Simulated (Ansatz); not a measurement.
The start is a generated trial cell of PbSe in the rocksalt structure type. Cell shape, volume and atoms are optimised at zero target pressure with PBE (plane waves to 420 eV, PAW, scalar-relativistic; Ansatz, a quantum-chemistry and plane-wave program). First-step values are on the input's coarse k-mesh.

Ansatz input (later rounds restart from its end on a renewed k-mesh):
Ansatz 0.2 input:
```yaml
crystal:
  lattice:
    - [0, 3.019078, 3.019078]
    - [3.019078, 0, 3.019078]
    - [3.019078, 3.019078, 0]
  atoms:
    - { symbol: Se, position: [0, 0, 0] }
    - { symbol: Pb, position: [0.5, 0.5, 0.5] }
basis: { ecutwfc: 420, ecutrho_ratio: 4, xc_grid: 2, fft_grid_basis: typed }
kpoints: { mp_grid: { grid: [7, 7, 7] } }
hamiltonian:
  xc: pbe
  dispersion: none
  pseudopotentials: { kind: paw }
scf: { occupations: { method: fermi_dirac, width: 0.05 } }
relax: { f_tol: 0.01, max_steps: 100, cell: { stress_tol: 0.02 } }
output: { forces: true, stress: true }
```

Task: What pressure does the first self-consistent step give?

Result: +4.9 GPa (positive: the cell is compressed).

Task: By how much does the energy per atom fall from start to end?

Result: 0.04 eV/atom.

Task: How does the volume change?

Result: +9.2 %, from 27.52 to 30.05 Å³/atom.

Task: How do the shortest distances between atoms change?

Result: The closest pairs of elements (up to four, under 3.6 Å), start → end: Pb–Se 3.02 → 3.11 Å.

Task: Is the relaxed structure metallic? Give its gap.

Result: 0.43 eV, direct at L (no spin-orbit coupling).

The space group stays Fm-3m (No. 225) (the run could not lower it); the end is rock salt type, with 2 atoms in the primitive cell. Final values are on a 9×9×9 k-mesh of the relaxed cell. No spin polarisation in the result. Spin-orbit coupling is missing; with elements this heavy it can move band edges by tenths of an eV or more.

The run could not lose the symmetry of its start.

All atoms sit on sites fixed by symmetry, so only the cell could relax.
